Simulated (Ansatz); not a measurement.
**Kick test of a cell of WCS**

The cell was found from a structure generator's guess, not taken from experiment.

Computed with DFT PBE, scalar-relativistic, plane waves, PAW (Ansatz 0.2.0). Settings: cutoff 420 eV, Γ-centred mesh 12×12×1 on the computed 3-atom cell, Gaussian smearing of 0.02 eV; no spin polarisation.

The cell below (3 atoms, layer group p3m1 (No. 69)) is relaxed within its symmetry. The sheet is periodic along a and b; c holds vacuum.

```cif
data_structure
_symmetry_space_group_name_H-M 'P 1'
_symmetry_Int_Tables_number 1
_cell_length_a 3.1702
_cell_length_b 3.1702
_cell_length_c 29.3647
_cell_angle_alpha 90.000
_cell_angle_beta 90.000
_cell_angle_gamma 120.000
_cell_volume 255.58
loop_
_atom_site_label
_atom_site_type_symbol
_atom_site_fract_x
_atom_site_fract_y
_atom_site_fract_z
_atom_site_occupancy
W1 W 0.00000 0.00000 0.29952 1
C1 C 0.33333 0.66667 0.33075 1
S1 S 0.33333 0.66667 0.24341 1
```

For the test a repeat of it with 6 atoms (edges 6.34, 3.17 Å) was strained at random (σ = 1.5 % a component), the atoms were moved at random (σ = 0.10 Å), and all was relaxed again on a coarse 6×6×1 mesh (in the run’s order of axes) with 0.10 eV smearing, with no symmetry imposed.

These runs have no spin–orbit coupling, which can matter for W.

Question: What happens?

Answer: It returns, within 1 meV/atom of the unmoved cell on that mesh and with the same symmetry when read at 0.1 Å (Cm at 0.01 Å, so small strains and shifts remain). So it is stable against the distortions that fit this cell and that this random move excites. Modes that don't fit the cell aren't tested.
